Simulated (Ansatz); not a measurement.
Input:

YGe:
```yaml
crystal:
  lattice:
    - [2.14227, -5.36541, 0.00000]
    - [2.14227, 5.36541, 0.00000]
    - [0.00000, 0.00000, 3.95426]
  atoms:
    - { symbol: Y, position: [0.13852, 0.86148, 0.75000] }
    - { symbol: Y, position: [0.86148, 0.13852, 0.25000] }
    - { symbol: Ge, position: [0.41532, 0.58468, 0.75000] }
    - { symbol: Ge, position: [0.58468, 0.41532, 0.25000] }
```

This is the r²SCAN-relaxed structure.

Task: All from r²SCAN in the plane-wave PAW code Ansatz, unless another level is named. Give the electronic character.

Result: metallic (no gap).

Task: Next, the formation energy from the elements (no fitted shifts)?

Result: -1.00 eV/atom.

Task: Next, the density of states at the Fermi level?

Result: 0.45 states/eV per atom (mean over ±0.08 eV).

Space group Cmcm. The first step of the workflow began from a Materials Project structure, measured or hypothetical; the Crystallography Open Database copy checked does not list it. Whether it is the stable phase at ambient conditions was not checked. Symmetry was held in the r²SCAN relaxation; its stability against distortions is not shown here. The run is not spin-polarised. The references are the lowest solids computed at this level, not always the standard phases. Spin–orbit coupling is left out wherever it is not named.

Potentials: the earlier of the program's two PAW sets.
